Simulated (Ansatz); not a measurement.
# Property card for AsPdSe

AsPdSe:
Space group P2₁3 (No. 198); a = b = c = 6.078 Å, α = β = γ = 90.00°

| atom | site | symmetry | x | y | z |
|---|---|---|---|---|---|
| Pd | 4a | .3. | 0.0057 | 0.0057 | 0.0057 |
| As | 4a | .3. | 0.6180 | 0.6180 | 0.6180 |
| Se | 4a | .3. | 0.3850 | 0.3850 | 0.3850 |

Space group P2_13 (No. 198); conventional cell a = 6.078 Å, b = 6.078 Å, c = 6.078 Å, α = 90.00°, β = 90.00°, γ = 90.00°.

Method: PBEsol in the plane-wave PAW code Ansatz. Geometry: relaxed at this level of theory. Other levels are named where they apply.

Cell and energy:

- Volume per atom = 18.71 Å³
- Density = 7.70 g/cm³
- Formation energy from the elements (no fitted shifts) = -0.39 eV/atom

Electronic structure:

- Electronic character = metallic (no gap)
- Density of states at the Fermi level = 0.51 states/eV per atom (mean over ±0.08 eV)
- Gap with spin–orbit coupling = none (metallic)

Mechanics:

- Bulk modulus (Birch–Murnaghan fit) = 113 GPa
- Pressure derivative B′ = 5.0

Charges:

* **Bader charges**: Pd -0.06, As +0.30, Se -0.24 e

The workflow started from an entry of the Crystallography Open Database (COD). Its standing as an ambient phase is unchecked. The cell was relaxed with PBEsol under the symmetry of its start; its stability against distortions is not shown here. No spin polarisation was allowed. The references are the lowest solids computed at this level, not always the standard phases. Spin–orbit coupling is left out wherever it is not named.

Potentials: the later of the program's two PAW sets.
